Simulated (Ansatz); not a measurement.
**Is this TiGe4Mo structure a true minimum?**

The cell was found from a structure generator's guess, not taken from experiment.

Level of theory: DFT PBE, scalar-relativistic, plane waves, PAW (Ansatz). Plane waves to 420 eV, a k mesh through Γ of 10×10×10 on the computed 6-atom cell and Gaussian smearing (0.10 eV); no spin polarisation.

The cell below (6 atoms, space group F222 (No. 22)) is relaxed within its symmetry.

```yaml
crystal:
  lattice:
    - [0.00000, 4.35025, 4.40545]
    - [2.47410, 0.00000, 4.40545]
    - [2.47410, 4.35025, 0.00000]
  atoms:
    - { symbol: Ti, position: [0.50000, 0.50000, 0.50000] }
    - { symbol: Ge, position: [0.08585, 0.41415, 0.08585] }
    - { symbol: Ge, position: [0.15901, 0.84099, 0.15901] }
    - { symbol: Ge, position: [0.84099, 0.15901, 0.84099] }
    - { symbol: Ge, position: [0.41415, 0.08585, 0.41415] }
    - { symbol: Mo, position: [0.75000, 0.75000, 0.75000] }
```

For the test a repeat of it with 12 atoms (edges 5.00, 5.05, 7.93 Å) was strained at random (σ = 1.5 % a component), the atoms were moved at random (σ = 0.05 Å), and all was relaxed again on a coarse 4×4×4 mesh (in the run’s order of axes) with 0.20 eV smearing, with no symmetry imposed.

Problem. Is the structure stable against such a distortion?

Solution. It returns, within 1 meV/atom of the unmoved cell on that mesh and with the same symmetry when read at 0.1 Å (P1 at 0.01 Å, so small strains and shifts remain). No instability shows in this cell; modes of other wave vectors, which need another repeat, aren't tested.
